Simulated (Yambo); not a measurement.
```
CaC2
1.0
    3.85581     0.00000     0.00000
    1.83989     3.52069     0.00000
    0.40962     1.00164     7.18187
C Ca
4 2
Direct
  0.13145   0.40051   0.06016
  0.86855   0.59949   0.93984
  0.44816   0.63441   0.43396
  0.55184   0.36559   0.56604
  0.22555   0.98060   0.75247
  0.77445   0.01940   0.24753
```

CaC2 (space group P-1, No. 2): mean Im ε in 1 eV windows above the direct gap of 4.92 eV, for different electron-hole kernels (Yambo, broadening 0.15 eV, norm-conserving PBEsol (Quantum ESPRESSO, 82 Ry, no spin-orbit coupling) bands; 4×4×2 mesh, 8 valence and 15 conduction bands, static screening with 54 bands and a 3 Ry block, scissor 2.09 eV, Tamm-Dancoff; field along x).

```tsv
window (eV)	independent quasiparticles	RPA (no attraction)	BSE
4.9 to 5.9	1.0	0.6	4.3
5.9 to 6.9	3.9	2.9	3.6
6.9 to 7.9	3.2	2.6	3.6
7.9 to 8.9	3.5	2.6	3.7
8.9 to 9.9	3.8	2.3	4.1
9.9 to 10.9	4.2	3.0	2.3
```

This run doesn't resolve bound excitons or single peaks, so only averages are given, and they too depend on the mesh; weight that the attraction moves below the gap isn't listed. All transitions below 12.21 eV are in the band window. The scissor comes from a G0W0 run whose convergence isn't established.

Geometry of the Materials Project entry, not relaxed at this level.
